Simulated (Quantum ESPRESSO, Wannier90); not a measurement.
# VBiO4 (P1): Wannier90 run

```xyz
6
Lattice="4.7899 0.0000 0.0000 1.1549 4.6601 0.0000 2.2467 1.7612 4.5112" Properties=species:S:1:pos:R:3 pbc="T T T"
V      0.1609    -2.5304    -2.2545
Bi    -0.1827     0.2297    -0.0010
O      1.8573    -0.0527     0.7220
O      0.8322     0.4876    -2.0850
O     -0.6684    -0.6924     2.0852
O     -0.3964    -1.8176    -0.7224
```

Cell from Materials Project (mp-1101208), symmetrised, no further relaxation. Not found in the COD (Crystallography Open Database) copy used, which has the formula in other groups; not checked further. The atoms lie within 0.1 Å of the higher space group C2. Computed values, not measurements, from PBEsol: Quantum ESPRESSO (norm-conserving PseudoDojo potentials, cutoff 68 Ry, no spin polarisation, no spin-orbit coupling) on a Γ-centred 8×8×8 mesh, then Wannier90. Density: 8×8×8 mesh, cold smearing 0.01 Ry. Spin-orbit coupling is left out although heavy elements are present.

postw90 (berry_task = kubo; independent particles, width 0.1 eV, no gap correction, excitons or local fields) prints σ_xx for one spin direction:

```tsv
ħω (eV)	Re σ (S/cm)	Im σ (S/cm)
0.10	0	-26
3.70	1700	-1350
6.05	3600	139
```

Question: Work out the dielectric function, refractive index, reflectivity and absorption coefficient at these energies.

Answer: ε = 1 + iσ/(ε0 ω), so ε₂ = Re σ/(ε0 ω) and ε₁ = 1 − Im σ/(ε0 ω); ε0 ω = 134.5 S/cm × ħω in eV, and σ is doubled for both spins.
- 0.10 eV: ε₁ = 4.9, ε₂ = 0.0; n + ik = √ε = 2.21 + 0.00i; R = 14 %
- 3.70 eV: ε₁ = 6.4, ε₂ = 6.8; n + ik = √ε = 2.81 + 1.22i; R = 30 %; α = 2ωk/c = 460000 cm⁻¹
- 6.05 eV: ε₁ = 0.7, ε₂ = 8.8; n + ik = √ε = 2.18 + 2.03i; R = 39 %; α = 2ωk/c = 1200000 cm⁻¹
The model holds its own bands alone, so ε₁ lacks the part of higher transitions, and near sharp peaks it hangs on the broadening.
